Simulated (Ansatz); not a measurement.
HfBN:
Space group P-6m2 (No. 187); a = b = 2.6454 Å, c = 7.7805 Å, α = β = 90.00°, γ = 120.00°

| atom | site | symmetry | x | y | z |
|---|---|---|---|---|---|
| Hf | 1a | -6m2 | 0.0000 | 0.0000 | 0.0000 |
| B | 1d | -6m2 | 0.3333 | 0.6667 | 0.5000 |
| N | 1f | -6m2 | 0.6667 | 0.3333 | 0.5000 |

Relaxed at zero pressure with plane-wave PAW PBE (Ansatz code).

Task: The volume is lowered by 3 % and shape and atoms relax at that volume. What pressure results, and how do the axes share the change?

Result: 0.4 GPa; a 0.0 %, b 0.0 %, c -2.9 %; the energy rises by 1 meV/atom.

Task: Give the new structure.

Result: 
Space group P-6m2 (No. 187); a = b = 2.644 Å, c = 7.553 Å, α = β = 90.00°, γ = 120.00°

```tsv
atom	site	symmetry	x	y	z
Hf	1a	-6m2	0.0000	0.0000	0.0000
B	1d	-6m2	0.3333	0.6667	0.5000
N	1f	-6m2	0.6667	0.3333	0.5000
```

The phase is kept; no other phase was compared at this pressure.

The start of the workflow was typed in or built on a structure type; neither database checked (COD, Materials Project) lists it. Whether it is the stable phase at ambient conditions was not checked. The cell was relaxed with PBE under the symmetry of its start; its stability against distortions is not shown here. The run is not spin-polarised. The volume moved by 92 % from the start of the relaxation. Spin–orbit coupling is left out wherever it is not named.

Potentials: the earlier of the program's two PAW sets.
